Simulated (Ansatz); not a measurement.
This Al3InAs4 structure is the end of a relaxation. The cell was found from a structure generator's guess, not taken from experiment.

The calculation used DFT PBE, scalar-relativistic, plane waves, PAW in Ansatz 0.2.0. Cutoff 420 eV, Γ-centred mesh, Gaussian smearing, no spin polarisation.

```cif
data_structure
_symmetry_space_group_name_H-M 'P 1'
_symmetry_Int_Tables_number 1
_cell_length_a 4.1236
_cell_length_b 8.2546
_cell_length_c 5.8374
_cell_angle_alpha 90.000
_cell_angle_beta 90.000
_cell_angle_gamma 90.000
_cell_volume 198.70
loop_
_atom_site_label
_atom_site_type_symbol
_atom_site_fract_x
_atom_site_fract_y
_atom_site_fract_z
_atom_site_occupancy
Al1 Al 0.00000 0.74218 0.00009 1
Al2 Al 0.00000 0.25782 0.00009 1
Al3 Al 0.50000 0.50000 0.50101 1
In1 In 0.50000 0.00000 0.50023 1
As1 As 0.50000 0.73645 0.76078 1
As2 As 0.00000 0.00000 0.21901 1
As3 As 0.50000 0.26355 0.76078 1
As4 As 0.00000 0.50000 0.25802 1
```

The zero of energy is the elements' standard structures at the same level; no fitted shifts are applied.

Question: What space group does it have?

Answer: Pmm2 (No. 25), with Al and In ordered on zinc blende sites. Conventional cell: a = 4.124 Å, b = 8.255 Å, c = 5.837 Å. Al on a site of symmetry m has 4 As at 2.48–2.50 Å; around Al on a site of symmetry mm2 lie 4 As at 2.47–2.50 Å; In has 4 As at 2.64–2.65 Å; around As on a site of symmetry m lie 3 Al at 2.47–2.49 Å and 1 In at 2.65 Å; 2 more sites not described.

Question: How far does it lie from the elements in energy?

Answer: −0.417 eV/atom. Whether it is stable depends on the other phases of the system, which aren't compared here.

Question: Is it a metal?

Answer: No, the gap on the 8×4×6 mesh is 1.03 eV.

The last run used an 8×4×6 mesh (in the run's order of axes) for its 8-atom cell and Gaussian smearing of 0.02 eV. Kohn–Sham gaps at this level usually fall short of measured ones. The reference form of As is held partly by dispersion forces, which this level lacks. A structure relaxed within its symmetry needn't be a true minimum.
